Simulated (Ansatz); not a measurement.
An Ansatz input:

```yaml
crystal:
  lattice:
    - [4.1533729889, 0.0, 0.0]
    - [-2.0766864944, 3.5969265197, 0.0]
    - [0.0, 0.0, 2.2258487003]
  atoms:
    - { symbol: Cr, position: [1.0, 1.0, 0.0], spin: 1.5 }
    - { symbol: Cr, position: [0.3333333333, 0.6666666667, 0.5], spin: 1.5 }
    - { symbol: Cr, position: [0.6666666667, 0.3333333333, 0.5], spin: 1.5 }
hamiltonian:
  xc: lda
  pseudopotentials:
    kind: paw
    azcp:
      Cr: "pseudopotentials/Cr.paw.azcp"
basis:
  ecutwfc: 420
  fft_grid_basis: typed
kpoints:
  mp_grid: { grid: [12, 12, 18], shift: [0, 0, 0] }
magnetization:
  spin_polarized: true
scf:
  occupations: { method: fermi_dirac, width: 0.05 }
output:
  write_density: true
  write_potential: true
  elf: true
  volumetric_format: npy
```

Output

```
Warning: the record states the generating functional pbe (its physics header spells it `PBE`), which answers neither for hamiltonian.xc's functional nor for the lda family's — results may be inconsistent (PPs are generated against a specific XC)
Engine: ansatz 0.2.0, aarch64-unknown-linux-gnu
Pseudopotentials: kind: paw
Pseudopotential: Cr, paw, valence charge 14, recommended cutoff 420 eV (normal) 
Functional definition: SPW92
  exchange = slater_x
  correlation = pw_c
Crystal: 3 atoms, lattice volume = 33.253 Å³
Basis set: ecut = 420 eV, 637 PW (Γ)
Bands: 28, of which v1, the nominal top of the filled ones, is band 21 counted from 1 (20 counted from 0)
Symmetry: 24 space group operations
Space group: P6/mmm (ITA 191), of the structure as read, at distance tolerance 3.2e-5 Å
Magnetic group: BNS 191.233 (UNI 1463), of the structure as read, at distance tolerance 3.2e-5 Å
k-points: 190 of 2592
Non-local potential: Cr, projectors of the file, l = 0: 3, l = 1: 2, l = 2: 3, l = 3: 1
PAW form: soft (Blöchl's): semilocal exchange-correlation on the pseudo side does not see the compensation charge
PAW frozen core: Cr, regenerated for the run's functional, and the local potential with it (the file was generated under x = pbe(κ = 0.804, μ = 0.2195149727645171), c = pbe(β = 0.06672455060314922))
PAW one-centre angular grid: Cr, 590 points (default); XC on 64 Gauss nodes
Initial density: superposition of atomic densities (chi_scale 0.1, normalization cell)
Starting moments: Σ|m| = 4.5 μB on 3 of 3 sites
Initial wavefunctions: pseudopotential atomic-orbital guess
Functional: x = slater, c = lda
SCF iter   1: F=—  HF=-9976.657557 eV  |F-HF|=—  |Δ(HF+E_count)|=         —  Δρ=2.11e-1 (↑2.11e-1 ↓6.84e-2)  dr2=1.47e1  dr2_m=3.23e0  M=0.761 μB ∫|m|=0.761 μB  β_m=0.30  ethr=3.10e-3  ⟨swp⟩=3.3  Hψ=34370  notcnv=0
Mixer restart at iter 1: flushing history
SCF iter   2: F=—  HF=-9970.437891 eV  |F-HF|=—  |Δ(HF+E_count)|=    6.22e0  Δρ=1.26e-1 (↑1.26e-1 ↓4.66e-2)  dr2=4.47e0  dr2_m=1.54e0  M=0.764 μB ∫|m|=0.764 μB  β_m=0.49  ethr=3.10e-3  ⟨swp⟩=2.2  Hψ=22765  notcnv=0  defer=395
SCF iter   3: F=—  HF=-9968.094567 eV  |F-HF|=—  |Δ(HF+E_count)|=    2.34e0  Δρ=2.84e-2 (↑2.84e-2 ↓2.61e-2)  dr2=6.50e-2  dr2_m=1.97e-1  M=0.499 μB ∫|m|=0.499 μB  β_m=0.71  ethr=3.10e-3  ⟨swp⟩=2.6  Hψ=20598  notcnv=0  defer=391
SCF iter   4: F=—  HF=-9968.176468 eV  |F-HF|=—  |Δ(HF+E_count)|=   8.19e-2  Δρ=1.02e-2 (↑1.02e-2 ↓9.71e-3)  dr2=9.70e-2  dr2_m=1.26e-2  M=0.147 μB ∫|m|=0.151 μB  β_m=0.76  ethr=1.55e-4  ⟨swp⟩=2.9  Hψ=24297  notcnv=0  defer=162
SCF iter   5: F=—  HF=-9968.196576 eV  |F-HF|=—  |Δ(HF+E_count)|=   2.01e-2  Δρ=1.95e-2 (↑1.95e-2 ↓1.71e-2)  dr2=5.69e-1  dr2_m=3.89e-3  M=0.101 μB ∫|m|=0.103 μB  β_m=0.52  ethr=1.55e-4  ⟨swp⟩=3.3  Hψ=25130  notcnv=0  defer=157  recentre
SCF iter   6: F=—  HF=-9968.172366 eV  |F-HF|=—  |Δ(HF+E_count)|=   2.42e-2  Δρ=2.27e-3 (↑1.01e-3 ↓2.27e-3)  dr2=9.12e-4  dr2_m=6.11e-4  M=0.037 μB ∫|m|=0.046 μB  β_m=0.76  ethr=1.55e-4  ⟨swp⟩=3.1  Hψ=23492  notcnv=0  defer=128
...
WARN: the starting moments were not kept: the SCF closed with an absolute magnetisation of 2.7e-6 μB, where they sum to 4.5 μB in size (3 sites). That is at most 0.1 of that sum. Measured as dr2_m measures the in/out step, that magnetisation stands 3.1e-12 eV from none, at or under the dr2_threshold of 1.0e-7 eV: it is no larger than a step whose dr2_m would equal this threshold. The system may hold no moment; this SCF shows only that its start led to no more than that. To try another start: raise the starting moments (crystal.atoms[].spin, magnetization.per_species, magnetization.initial_magnetization, or on a non-collinear deck that types none of these the spinor_matrix: blocks that start its atoms; where the total moment is fixed, keep their sum and leave initial_magnetization as it is; typed ones take the place of any that the run laid by itself, positive ones on a crystal's lanthanoids without a Hubbard term where scf.initial_density.shell_occupations: [] is typed) or, if the notice of its spin-set hold's release reads "site moments contracting" or "site moments show no strong build", lengthen the hold (scf.mixing.spin_hold: { on: { confirm: 4 } }; for m-r²SCAN on two components see the key's manual first). Each may lead to a state that holds a moment. A second SCF, from the converged charge density, with the starting moments and any scf.initial_density.shell_occupations laid on it anew, would have followed, and was not run: the deck does not ask for one (magnetization.retry_lost_moments is false, the default). To let it run, set magnetization.retry_lost_moments: true and run the deck again, where that key's refused combinations let it; where memory then withholds it, that run's warning says so.
SCF converged after 14 iterations
Magnetization: 0.0000 μB (21.0000 up, 21.0000 down)
Absolute magnetization: 0.0000 μB (∫|ρ↑−ρ↓|, with the PAW one-centre terms)
Spin contamination: 0.0000 ħ² per cell (⟨S²⟩ above its minimum at these occupations)
Per-site moments (μB) at R_I (Å): [(1.8181327579711444e-7, 0.9181625888737499), (1.0695748859866457e-6, 0.9181625888737499), (1.0695748859866455e-6, 0.9181625888737499)]
Free energy (F): -9968.172455 eV
Harris-Foulkes:  -9968.172455 eV  (|F-HF|=1.68e-9)
Internal energy: -9968.130148 eV  (E = F + TS)
E sigma→0 (E₀):  -9968.151302 eV
Entropy (-TS):   -0.042307 eV (-14.102 meV/atom)
Fermi energy:    19.956249 eV
--- Per-component energies (eV) ---
  E_band       = -396.689480
  E_kinetic    = 1038.211253
  E_local      = -3478.184095  (includes V_loc(G=0)·N_el)
  E_nonlocal   = 254.202797
  E_hartree    = 1526.566240
  E_xc         = -418.971537
  E_vxc        = -537.498358  (∫ρ·V_xc dr)
  E_paw        = -3426.198318  (= ΣΔE_a)
  E_vpaw       = -726.553892  (= ΣTr[D̂ρ^β])
  E_aug_tail   = 0.000958  (compensation charges beyond the density's cutoff)
  E_ewald      = -5464.852820
  E_core_change = 1.095374  (= ΣΔE_core)
  E_smearing   = -0.042307  (= −TS)
  E_closure    = 0.000000  (closes the sum)
  Σ components = -9968.172455   (vs F -9968.172455, Δ=0.00e0)
--- Band table (eV; the first three rows and the last of 380) ---
  k-point 0 ↑: bands = ["-51.1583", "-50.9705", "-50.8414", "-22.8745", "-22.8745", "-22.8546", "-22.8546", "-22.1835", "-22.1835", "-22.0648", "-21.9082", "-21.8488", "12.1084", "15.9968", "17.5134", "17.6624", "17.6624", "17.7392", "17.7392", "17.8910", "19.5404", "19.5404", "21.3957", "21.3957", "21.4672", "21.4672", "22.8370", "22.8370"]
  k-point 1 ↑: bands = ["-51.1490", "-50.9636", "-50.8336", "-22.8680", "-22.8680", "-22.8460", "-22.8460", "-22.1813", "-22.1813", "-22.1119", "-21.9580", "-21.8951", "12.2195", "16.1222", "17.6198", "17.6198", "17.6736", "17.7094", "17.7094", "18.0155", "19.5513", "19.5513", "21.3176", "21.3176", "21.4236", "21.4236", "22.7505", "22.7505"]
  k-point 2 ↑: bands = ["-51.1222", "-50.9438", "-50.8110", "-22.8492", "-22.8492", "-22.8210", "-22.8210", "-22.2466", "-22.1752", "-22.1752", "-22.1007", "-22.0273", "12.5438", "16.4800", "17.4863", "17.4863", "17.6176", "17.6176", "18.1426", "18.3868", "19.5836", "19.5836", "21.0953", "21.0953", "21.3289", "21.3289", "22.5345", "22.5345"]
  k-point 189 ↓: bands = ["-50.8232", "-50.6690", "-50.6690", "-23.5759", "-23.4273", "-23.4273", "-22.6678", "-22.5115", "-22.5115", "-22.3979", "-22.3979", "-22.0663", "15.1779", "16.6616", "16.6616", "17.0618", "17.0618", "18.1303", "19.4605", "19.4605", "19.7458", "19.8542", "19.8542", "22.5067", "22.6349", "23.3025", "23.3025", "24.0531"]
```
